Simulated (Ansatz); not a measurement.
# Two states of CoRuO$_{3}$

```
CELL_PARAMETERS angstrom
3.43704 0.00000 0.00000
0.00000 3.43704 0.00000
0.00000 0.00000 3.43704
ATOMIC_POSITIONS crystal
Ru 0.50000 0.50000 0.50000
Co 0.00000 0.00000 0.00000
O 0.50000 0.00000 0.00000
O 0.00000 0.50000 0.00000
O 0.00000 0.00000 0.50000
```

Method: PBEsol; PAW, plane waves to 420 eV, 5×5×5 (shifted by 0.5, 0.5, 0.5 steps) mesh, fermi-dirac occupations (width 0.0322 eV) (Ansatz 0.2.0), atoms fixed.

State A: Ru1 along (-0.21, 0.78, 0.59), Co2 along (0.21, -0.78, -0.59) (non-collinear spin). State B: no moments (non-collinear spin).

**Question.** Compare the two self-consistent states.

**Answer.** State B is lower by 1.1 meV an atom at zero smearing. So small a gap isn't resolved on this mesh where a state is a metal.

```
state  free energy (meV/atom)  largest moment in a small sphere (μB)  net moment (μB/cell)  gap on mesh (eV)  pressure (GPa)  largest force (eV/Å)
    A                     1.1                                   0.90                  0.81             metal            48.8                  0.00
    B                     0.0                                   0.00                  0.00             metal            47.1                  0.00
```

Origin: a known structure type with other elements, at an estimated volume, so it need not be a known compound. Caveats: correlation that this level lacks may open a gap in such a compound; the k mesh is coarse if the cell is a metal; atoms or cell far from equilibrium; semilocal functionals often miss the gap of such magnets.
